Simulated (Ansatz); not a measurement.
ZrAl:
```xyz
4
Lattice="1.6569 -5.4265 0.0000 1.6569 5.4265 0.0000 0.0000 0.0000 4.2707" Properties=species:S:1:pos:R:3 pbc="T T T"
Zr     1.6569     3.6869     3.2030
Zr     1.6569    -3.6869     1.0677
Al     1.6569     0.7726     3.2030
Al     1.6569    -0.7726     1.0677
```

Relaxed with PBEsol. Special points in fractions of this cell's reciprocal vectors: Γ (0.000, 0.000, 0.000); Y (-0.500, 0.500, 0.000); C0 (-0.273, 0.727, 0.000); Σ0 (0.273, 0.273, 0.000); Z (0.000, 0.000, 0.500); A0 (0.273, 0.273, 0.500); E0 (-0.273, 0.727, 0.500); T (-0.500, 0.500, 0.500); S (0.000, 0.500, 0.000); R (0.000, 0.500, 0.500).

### Question
List the band energies nearest the Fermi level at these points for the program Ansatz at the PBEsol level (PAW).

### Answer
In eV from the Fermi level; about four levels below and three above (degenerate sets whole), none deeper than 8.9 eV; points with the same levels are listed once.

```tsv
k	below	above
Γ	-4.51 -2.06 -1.73 -1.56	0.02 1.14 1.67
Y	-2.24 -1.71 -1.36 -0.74	0.74 1.59 1.90
C0	-1.51 -0.90 -0.12 -0.09	0.57 1.34 2.93
Z	-2.21 -2.21 -0.88 -0.88	0.97 0.97 1.68 1.68
A0	-1.39 -1.39 -0.25 -0.25	2.29 2.29 2.92 2.92
T	-3.24 -3.24 -0.27 -0.27	1.40 1.40 1.50 1.50
S	-1.65 -1.05 -0.36 -0.33	1.08 1.44 2.34
R	-1.76 -1.76 -0.12 -0.12	2.36 2.36 3.25 3.25
```

Space group Cmcm. The workflow started from a Materials Project entry (that database holds measured and hypothetical structures alike); the Crystallography Open Database copy checked does not list it. Its standing as an ambient phase is unchecked. The cell was relaxed with PBEsol under the symmetry of its start; its stability against distortions is not shown here. The run is not spin-polarised. Scalar-relativistic: spin–orbit coupling is off unless named, which matters more the heavier the elements.

Potentials: the later of the program's two PAW sets.
